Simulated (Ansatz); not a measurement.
Nb₃Si₂:
```
Nb3Si2
1.0
    6.73249     0.00000     0.00000
    0.00000     6.73249     0.00000
    0.00000     0.00000     3.50240
Nb Si
6 4
Direct
  0.50000   0.50000   0.00000
  0.00000   0.00000   0.00000
  0.67170   0.17170   0.50000
  0.32830   0.82830   0.50000
  0.82830   0.67170   0.50000
  0.17170   0.32830   0.50000
  0.12724   0.62724   0.00000
  0.87276   0.37276   0.00000
  0.37276   0.12724   0.00000
  0.62724   0.87276   0.00000
```

Relaxed with r²SCAN. Special points in fractions of this cell's reciprocal vectors: Γ (0.000, 0.000, 0.000); X (0.000, 0.500, 0.000); M (0.500, 0.500, 0.000); Z (0.000, 0.000, 0.500); R (0.000, 0.500, 0.500); A (0.500, 0.500, 0.500).

Task: List the band energies nearest the Fermi level at these points for the program Ansatz at the r²SCAN with spin–orbit coupling level (PAW).

Result: In eV from the Fermi level; about four levels below and three above (degenerate sets whole), none deeper than 8.9 eV; points with the same levels are listed once.

| k | below | above |
|---|---|---|
| Γ | -0.26 -0.26 -0.20 -0.20 | 0.72 0.72 0.92 0.92 0.93 0.93 |
| X | -0.05 -0.05 -0.05 -0.05 | 0.30 0.30 0.30 0.30 |
| M | -0.10 -0.10 -0.10 -0.10 | 0.50 0.50 0.50 0.50 |
| Z | -0.55 -0.55 -0.25 -0.25 | 2.18 2.18 2.42 2.42 2.42 2.42 |
| R | -1.05 -1.05 -1.05 -1.05 | 0.36 0.36 0.36 0.36 |
| A | -2.00 -2.00 -2.00 -2.00 | 0.57 0.57 0.57 0.57 |

Space group P4/mbm. The workflow started from a Materials Project entry (that database holds measured and hypothetical structures alike); the Crystallography Open Database copy checked does not list it. Whether it is the stable phase at ambient conditions was not checked. The cell was relaxed with r²SCAN under the symmetry of its start; its stability against distortions is not shown here. The run is not spin-polarised.

Potentials: the later of the program's two PAW sets.
